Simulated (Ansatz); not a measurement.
Ti$_{3}$GeC$_{2}$:
Space group P6₃/mmc (No. 194); a = b = 3.0903 Å, c = 17.7959 Å, α = β = 90.00°, γ = 120.00°

```
atom  site  symmetry       x       y       z
----  ----  --------  ------  ------  ------
Ti      4f       3m.  0.3333  0.6667  0.1329
Ti      2a      -3m.  0.0000  0.0000  0.0000
Ge      2b      -6m2  0.0000  0.0000  0.2500
C       4f       3m.  0.6667  0.3333  0.0720
```

Relaxed at zero pressure with the program Ansatz at the r²SCAN level (PAW).

Problem. The volume is lowered by 6 % and shape and atoms relax at that volume. What pressure results, and how do the axes share the change?

Solution. 13.3 GPa; a -2.0 %, b -2.0 %, c -2.1 %; the energy rises by 29 meV/atom.

Problem. Give the new structure.

Solution. 
Space group P6₃/mmc (No. 194); a = 3.0282 Å, b = 3.0282 Å, c = 17.4220 Å, α = 90.00°, β = 90.00°, γ = 120.00°

```
atom  site  symmetry       x       y       z
----  ----  --------  ------  ------  ------
Ti      4f       3m.  0.3333  0.6667  0.1345
Ti      2a      -3m.  0.0000  0.0000  0.0000
Ge      2b      -6m2  0.0000  0.0000  0.2500
C       4f       3m.  0.6667  0.3333  0.0723
```

The phase is kept; no other phase was compared at this pressure.

Space group P6_3/mmc. The first step of the workflow began from a Materials Project structure, measured or hypothetical; the Crystallography Open Database copy checked does not list it. Its standing as an ambient phase is unchecked. The r²SCAN relaxation kept the symmetry of its start; its stability against distortions is not shown here. The run is not spin-polarised.

Potentials: the later of the program's two PAW sets.
